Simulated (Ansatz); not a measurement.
**CoGe3: which magnetic state is lowest?**

All numbers below come from DFT r2SCAN, scalar-relativistic, plane waves, PAW (Ansatz).

```xyz
4
Lattice="0.0000 3.1636 3.1636 3.1636 0.0000 3.1636 3.1636 3.1636 0.0000" Properties=species:S:1:pos:R:3 pbc="T T T"
Ge    1.5818    1.5818    1.5818
Ge    4.7455    4.7455    4.7455
Ge    3.1636    3.1636    3.1636
Co    0.0000    0.0000    0.0000
```

The plane-wave cutoff is 500 eV, the Γ-centred k-mesh is 12×12×12 and the occupation rule is Gaussian smearing, 0.1 eV. The list of starting moments (μB, in atom order) is 0 0 0 3.5 and the check for lower electronic states after the SCF is off.

All runs keep this geometry, which isn't relaxed for the lowest state (largest force there 0.000 eV/Å, pressure -1.5 GPa) and needn't be a stable compound; relaxing each order can shift differences of a few meV. r2SCAN tends to overstate moments in metals, so a weak moment here may be absent in the real material. Site moments are spin moments in atom-centred spheres that scale with the neighbour distance. The states are those that the runs reached from these starts; a lower one can exist. No antiferromagnetic start is among these.

Task: Starts tried: no spin; large parallel starting moments. Which state comes out lowest, and what are the moments?

Result: The lowest state is ferromagnetic, reached from the start “large parallel starting moments”, with site moments (μB) Ge -0.07 (×2), Co +1.29.

```
                          start ends energy above lowest (meV/atom) site moments (μB) gap on mesh (eV) P (GPa)
                        no spin non-magnetic                            16.9           none over 0.05             metal     -3.5
large parallel starting moments ferromagnetic                            0.00  Ge -0.07 (×2), Co +1.29             metal     -1.5
```

Cost: 2 runs of about 1.8 core-minutes in all, on AMD EPYC 7R43 (Zen 3) (shared hosts).